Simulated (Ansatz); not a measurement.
Given:

GaSb:
```yaml
crystal:
  lattice:
    - [0.00000, 2.89887, 2.89887]
    - [2.89887, 0.00000, 2.89887]
    - [2.89887, 2.89887, 0.00000]
  atoms:
    - { symbol: Sb, position: [0.00000, 0.00000, 0.00000] }
    - { symbol: Ga, position: [0.50000, 0.50000, 0.50000] }
```

This is the PBE-relaxed structure.

Question: All from PBE (plane waves, PAW; program Ansatz), unless another level is named. Predict the electronic character.

Answer: metallic (no gap).

Question: Next, the formation energy from the elements (no fitted shifts)?

Answer: 0.046 eV/atom.

Question: Give the density of states at the Fermi level.

Answer: 0.56 states/eV per atom (mean over ±0.08 eV).

Space group Fm-3m (rock salt). A made-up cell: these elements were put on the sites of a structure type; neither database checked (COD, Materials Project) lists it. It is not the phase usual at ambient conditions (space group No. 216). Symmetry was held in the PBE relaxation; its stability against distortions is not shown here. The references are the lowest solids computed at this level, not always the standard phases. Spin–orbit coupling is left out wherever it is not named.

Potentials: the later of the program's two PAW sets.
